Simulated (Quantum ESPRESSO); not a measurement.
## Kohn-Sham bands of RbAlF₄ (P4/mmm)

```
RbAlF4
1.0
    3.64662     0.00000     0.00000
    0.00000     3.64662     0.00000
    0.00000     0.00000     6.27332
Rb Al F
1 1 4
Direct
  0.00000   0.00000   0.00000
  0.50000   0.50000   0.50000
  0.50000   0.50000   0.78163
  0.50000   0.50000   0.21837
  0.50000   0.00000   0.50000
  0.00000   0.50000   0.50000
```

Materials Project entry mp-5479; symmetrised, unrelaxed at this level. COD (Crystallography Open Database) has the formula in 4 space groups, this one among them (matched by group alone). Computed values, not measurements, from PBEsol: Quantum ESPRESSO (norm-conserving PseudoDojo potentials, cutoff 68 Ry, spinors with spin-orbit coupling) on a Γ-centred 6×6×4 mesh, then Wannier90. Density: 8×8×6 mesh, cold smearing 0.01 Ry.

Energies are relative to the valence-band maximum; weights are on the orthonormalised atomic waves of the pseudopotential files, averaged over the group. 40 electrons a cell are treated as valence.

```tsv
bands	from (eV)	to (eV)	filling	weight on atomic waves
1–2	-22.61	-22.41	filled	?
3–6	-21.56	-20.37	filled	?
7–10	-19.71	-19.41	filled	?
11–40	-7.55	0.00	filled	?
```

Task: Which atomic shells make up each group?

Result: 
- 1–2, weight on atomic waves: Rb 4s 95 %
- 3–6, weight on atomic waves: F 2s 86 %, Al 3p 9 %, Al 3s 4 %
- 7–10, weight on atomic waves: F 2s 91 %, Al 3p 6 %
- 11–40, weight on atomic waves: F 2p 76 %, Rb 4p 20 %

The Kohn-Sham gap over both meshes and the path is 7.08 eV.
